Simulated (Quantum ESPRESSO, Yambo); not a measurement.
# G0W0 results for CsPbBr$_{3}$

```xyz
5
Lattice="5.8784 0.0000 0.0000 0.0000 5.8784 0.0000 0.0000 0.0000 5.8784" Properties=species:S:1:pos:R:3 pbc="T T T"
Br     2.9392     2.9392     0.0000
Br     0.0000     2.9392     2.9392
Br     2.9392     0.0000     2.9392
Cs     0.0000     0.0000     0.0000
Pb     2.9392     2.9392     2.9392
```

Cell and atoms were relaxed with PBEsol from Materials Project entry mp-600089, within its symmetry.

Starting point: PBE (stringent potentials; Quantum ESPRESSO, PseudoDojo norm-conserving, 88 Ry, no spin-orbit coupling). G0W0 in Yambo: 2×2×2 Γ-centred k mesh, bands 20 to 581 and a 12 Ry block in the screening, 581 bands in G with the Bruneval-Gonze terminator, plasmon pole fitted at 27.2 eV.

PBE gap along the band path: 1.56 eV
PBE gap between the mesh's edge points (R → R): 1.56 eV
G0W0 gap between the same points: 3.38 eV

```tsv
k point	band	E PBE (eV)	E QP (eV)	shift (eV)	Z
Γ	VB	-2.03	-4.07	-2.04	0.79
Γ	CB	3.02	3.00	-0.03	0.84
X	VB	-1.43	-3.22	-1.79	0.79
X	CB	2.59	2.84	0.25	0.81
M	VB	-0.70	-2.35	-1.65	0.80
M	CB	2.11	2.35	0.24	0.82
R	VB	0.00	-1.56	-1.56	0.80
R	CB	1.56	1.82	0.26	0.82
```

Energies count from the PBE valence-band maximum.

Nearest settings tried, and what they do to the gap: 310 bands in G: +4 meV; 310 bands in W, 310 bands in G: +7 meV; 7 Ry block (461 vectors against 1021): -105 meV. Not varied: mesh. So the settings aren't converged at that level. The k mesh is coarse.

Spin-orbit coupling is left out; with 6p states at a band edge it can lower the gap by many tenths of an eV, most of a small gap. The cell is held in this high symmetry; tilts and polar distortions were not searched.
